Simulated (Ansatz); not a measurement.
BP:
Space group P4₂/mnm (No. 136); a = b = 5.532 Å, c = 3.187 Å, α = β = γ = 90.00°

```tsv
atom	site	symmetry	x	y	z
B	4f	m.2m	0.1784	0.1784	0.0000
P	4g	m.2m	0.3193	0.3193	0.5000
```

Relaxed with PBEsol.

Question: Decompose the optical modes at the zone centre into irreducible representations, and say which are infrared and Raman allowed.

Answer: Point group 4/mmm: Γ_opt = 2A1g + 2A2g + A2u + 2B1g + 2B1u + 2B2g + 2Eg + 3Eu. Infrared: A2u, Eu. Raman: A1g, B1g, B2g, Eg.

Question: Assign frequencies (DFPT, the program Ansatz at the PBEsol level (PAW); without the LO–TO term).

Answer: B1g 86, Eg 189, B1u 300, A1g 334, A2g 419, Eu 451, B2g 506, Eu 650, B1g 654, A2g 665, B1u 748, Eu 786, B2g 790, Eg 794, A2u 852, A1g 860 cm⁻¹.

Subscripts of B labels follow the axes of the standard setting.

Space group P4_2/mnm. The start of the workflow was typed in or built on a structure type; neither database checked (COD, Materials Project) lists it. It is not the phase usual at ambient conditions (space group No. 216). The cell was relaxed with PBEsol under the symmetry of its start; its stability against distortions is not shown here.

Potentials: the earlier of the program's two PAW sets. The files were generated under PBE; for other functionals the program regenerates the frozen cores, and for LDA and PBEsol the local potential too.
